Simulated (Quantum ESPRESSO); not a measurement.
Space group F-43m (No. 216); a = b = c = 5.289 Å, α = β = γ = 90.00°

```tsv
atom	site	symmetry	x	y	z
Cl	4a	-43m	0.0000	0.0000	0.0000
Cu	4d	-43m	0.7500	0.7500	0.7500
```
(The calculation used a cell of 2 atoms; values per cell refer to that cell.)

Cell and atoms were relaxed with PBEsol from Materials Project entry mp-22914, within its symmetry.

**Question.** What does PBEsol (pw.x of Quantum ESPRESSO, ONCV potentials, without SOC) give for the electronic structure near the Fermi level?

**Answer.** The PBEsol gap is direct, 0.54 eV at Γ. The filled Cu 3d shell has no Hubbard U; semilocal functionals place it too high.
